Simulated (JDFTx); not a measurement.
An input for a modified build of JDFTx (Zr(0001), linear PCM (GLSSA13), water, 1 M NaCl; bohr, hartree) and the course of its log:

```
lattice \
  6.1212571767 3.0606285884 0.0000000000 \
  0.0000000000 5.3011642078 0.0000000000 \
  0.0000000000 0.0000000000 44.9754817661
coords-type Lattice
ion Zr 0.6666666668 0.6666666668 -0.1629901260 0
ion Zr 0.0000000002 0.0000000002 -0.0543300420 0
ion Zr 0.6666666668 0.6666666668 0.0543300420 0
ion Zr 0.0000000002 0.0000000002 0.1629901260 0
ion-species pseudo/zr_pbe_v1.upf
elec-cutoff 20 100
elec-ex-corr gga-PBE
coulomb-interaction Slab 001
coulomb-truncation-embed 0 0 0
kpoint-folding 8 8 1
elec-smearing Fermi 0.01
elec-n-bands 34
target-mu -0.113555
electronic-scf nIterations 100 energyDiffThreshold 1e-07
fluid LinearPCM
pcm-variant GLSSA13
fluid-solvent H2O
fluid-cation Na+ 1
fluid-anion Cl- 1
fluid-minimize nIterations 400 knormThreshold 1e-11
wavefunction read f0.wfns
elec-initial-eigenvals f0.eigenvals
elec-initial-fillings read f0.fillings
fluid-initial-state f0.fluidState
dump-name f0_u0.$VAR
dump End State Ecomponents EigStats BandEigs Forces ElecDensity IonicPositions Fillings Kpoints Dtot FluidDebug BoundCharge FluidDensity
```

```
[one cycle in 5 is shown, and the last three; fluid-solver lines are left out]
	FillingsUpdate:  mu: -0.113555000  nElectrons: 51.325493
SCF: Cycle:  0   G: -178.372392719308863   dG: +4.965e+00   |Residual|: 1.438e-01   |deigs|: 1.957e-09
	FillingsUpdate:  mu: -0.113555000  nElectrons: 48.685485
SCF: Cycle:  5   G: -183.182641218380894   dG: +2.545e-02   |Residual|: 2.517e-02   |deigs|: 1.162e-03
	FillingsUpdate:  mu: -0.113555000  nElectrons: 49.204590
SCF: Cycle: 10   G: -182.801080840385765   dG: +4.566e-01   |Residual|: 4.474e-02   |deigs|: 3.551e-03
	FillingsUpdate:  mu: -0.113555000  nElectrons: 47.960009
SCF: Cycle: 15   G: -183.318952747933338   dG: -2.279e-01   |Residual|: 9.006e-03   |deigs|: 5.296e-03
	FillingsUpdate:  mu: -0.113555000  nElectrons: 48.132481
SCF: Cycle: 20   G: -183.338962728889186   dG: -2.030e-04   |Residual|: 1.708e-03   |deigs|: 4.775e-04
	FillingsUpdate:  mu: -0.113555000  nElectrons: 48.171086
SCF: Cycle: 25   G: -183.339696745941410   dG: +2.232e-07   |Residual|: 5.200e-05   |deigs|: 9.805e-06
	FillingsUpdate:  mu: -0.113555000  nElectrons: 48.172308
SCF: Cycle: 30   G: -183.339697102496956   dG: -4.514e-06   |Residual|: 1.510e-05   |deigs|: 1.946e-05
	FillingsUpdate:  mu: -0.113555000  nElectrons: 48.172283
SCF: Cycle: 35   G: -183.339697051817552   dG: -5.977e-07   |Residual|: 2.410e-05   |deigs|: 6.080e-06
	FillingsUpdate:  mu: -0.113555000  nElectrons: 48.171499
SCF: Cycle: 40   G: -183.339696971779262   dG: -1.252e-07   |Residual|: 2.748e-05   |deigs|: 2.049e-06
	FillingsUpdate:  mu: -0.113555000  nElectrons: 48.172573
SCF: Cycle: 45   G: -183.339697032026123   dG: +7.930e-08   |Residual|: 2.230e-05   |deigs|: 3.297e-06
	FillingsUpdate:  mu: -0.113555000  nElectrons: 48.171382
SCF: Cycle: 50   G: -183.339696886973741   dG: -1.095e-07   |Residual|: 3.044e-05   |deigs|: 1.207e-06
	FillingsUpdate:  mu: -0.113555000  nElectrons: 48.171720
SCF: Cycle: 55   G: -183.339697048897392   dG: -7.450e-08   |Residual|: 1.577e-05   |deigs|: 1.322e-06
	FillingsUpdate:  mu: -0.113555000  nElectrons: 48.171207
SCF: Cycle: 60   G: -183.339696654216311   dG: +3.713e-07   |Residual|: 3.978e-05   |deigs|: 3.910e-06
	FillingsUpdate:  mu: -0.113555000  nElectrons: 48.171256
SCF: Cycle: 65   G: -183.339696835261464   dG: -9.437e-07   |Residual|: 4.249e-05   |deigs|: 6.722e-06
	FillingsUpdate:  mu: -0.113555000  nElectrons: 48.170997
SCF: Cycle: 70   G: -183.339696340985000   dG: +4.757e-07   |Residual|: 5.176e-05   |deigs|: 4.557e-06
	FillingsUpdate:  mu: -0.113555000  nElectrons: 48.172009
SCF: Cycle: 75   G: -183.339697111060786   dG: -3.272e-07   |Residual|: 1.187e-05   |deigs|: 5.206e-06
	FillingsUpdate:  mu: -0.113555000  nElectrons: 48.171367
SCF: Cycle: 80   G: -183.339696714427447   dG: +1.812e-07   |Residual|: 3.846e-05   |deigs|: 3.571e-06
	FillingsUpdate:  mu: -0.113555000  nElectrons: 48.171437
SCF: Cycle: 85   G: -183.339696945668948   dG: -1.827e-07   |Residual|: 3.307e-05   |deigs|: 3.305e-06
	FillingsUpdate:  mu: -0.113555000  nElectrons: 48.171161
SCF: Cycle: 90   G: -183.339696538588043   dG: +3.515e-07   |Residual|: 4.447e-05   |deigs|: 3.996e-06
	FillingsUpdate:  mu: -0.113555000  nElectrons: 48.172142
SCF: Cycle: 95   G: -183.339697090881060   dG: -6.899e-08   |Residual|: 2.012e-05   |deigs|: 5.312e-06
	FillingsUpdate:  mu: -0.113555000  nElectrons: 48.171429
SCF: Cycle: 97   G: -183.339696912546600   dG: -6.583e-06   |Residual|: 2.919e-05   |deigs|: 1.815e-05
	FillingsUpdate:  mu: -0.113555000  nElectrons: 48.171444
SCF: Cycle: 98   G: -183.339696884393476   dG: +2.815e-08   |Residual|: 2.815e-05   |deigs|: 8.532e-07
	FillingsUpdate:  mu: -0.113555000  nElectrons: 48.171514
SCF: Cycle: 99   G: -183.339696959142174   dG: -7.475e-08   |Residual|: 2.479e-05   |deigs|: 1.039e-06
SCF: None of the convergence criteria satisfied after 100 iterations.
IonicMinimize: Iter:   0  G: -183.339696959142174  |grad|_K:  0.000e+00
IonicMinimize: Converged (|grad|_K<1.000000e-04).
```

This run gave no converged result. The loop ran out of cycles short of its threshold. It has stalled and not diverged: the last ten energies span 7e-06 Ha, so the total is near its end, but levels, forces and the electron count aren't shown converged.
